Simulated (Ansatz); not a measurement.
Polymorphs of CdS, each relaxed with plane-wave PAW HSE06 (Ansatz code):

A: rock salt (Fm-3m)
a = b = c = 5.4535 Å, α = β = γ = 90.00°

```csv
atom,site,symmetry,x,y,z
Cd,4a,m-3m,0.0000,0.0000,0.0000
S,4b,m-3m,0.5000,0.5000,0.5000
```

B: wurtzite (P6_3mc)
a = b = 4.170 Å, c = 6.776 Å, α = β = 90.00°, γ = 120.00°

```tsv
atom	site	symmetry	x	y	z
Cd	2b	3m.	0.6667	0.3333	0.0010
S	2b	3m.	0.3333	0.6667	0.1242
```

C: NiAs type (P6_3/mmc)
a = 3.8402 Å, b = 3.8402 Å, c = 6.4474 Å, α = 90.00°, β = 90.00°, γ = 120.00°

```
atom  site  symmetry       x       y       z
----  ----  --------  ------  ------  ------
Cd      2a      -3m.  0.0000  0.0000  0.0000
S       2c      -6m2  0.3333  0.6667  0.2500
```

Rank these by energy per atom at 0 K (lowest first), as HSE06 gives it.

B (+0 meV/atom), A (+136 meV/atom), C (+181 meV/atom)

Give each one's gap.

A 1.23 eV; B 2.18 eV; C 1.64 eV.

Constructed cells (a structure type filled with these elements, in neither database checked): C. Not the usual ambient phase: A; C. All cells were relaxed under the symmetry of their starts (and spin orders); stability against distortions was not tested throughout. Scalar-relativistic: spin–orbit coupling is off unless named, which matters more the heavier the elements.

Potentials: the later of the program's two PAW sets.
